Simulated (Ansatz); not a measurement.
A trial cell of Si₅P, before relaxation:

```
Si P
1.0
     0.00000    3.77510    3.77510
     3.77510    0.00000    3.77510
     3.77510    3.77510    0.00000
Si P
5 1
Cartesian
  5.6626 5.6626 5.6626
  4.7189 4.7189 2.8313
  4.7189 2.8313 4.7189
  2.8313 4.7189 4.7189
  2.8313 2.8313 2.8313
  0.0000 0.0000 0.0000
```

Computed with Ansatz 0.2.0, DFT PBE, scalar-relativistic, plane waves, PAW. Cutoff 420 eV, Gaussian smearing, Γ-centred meshes. Cell and atoms relax first on a coarse mesh and then on a finer one. In between, the cell is made exact in the group found at 0.06 Å. In metals the finer mesh still leaves noise of several meV/atom or more. The steps can't lower the symmetry of their start. No spin polarisation.

A guess keeps its type if space group and coordination stay and the shape of the cell changes little (axis ratios within about 15 %, angles within 6°); the volume may change.

**Question.** Does this structure survive the relaxation?

**Answer.** It keeps its type. The symmetry stays F-43m (No. 216). The volume per atom shrinks by 14.8 %, from 17.9 to 15.3 Å³. The shortest distance goes from 2.67 Å (Si–Si) to 2.53 Å (Si–Si). Counting neighbours within 15 % of an atom's shortest distance, the start has P 16, Si 6/16 and the end P 16, Si 6/16.

The last run used a 10×10×10 mesh for its 6-atom cell and Gaussian smearing of 0.10 eV. The cell is a metal run without spin; a magnetic state may lie lower. A structure relaxed within its symmetry needn't be a true minimum. Another cell of Si5P relaxed alike, in Amm2, lies 0.55 eV/atom lower, so this cell isn't the stable form at this level.

In counts of neighbours, a slash parts the counts of unlike sites.
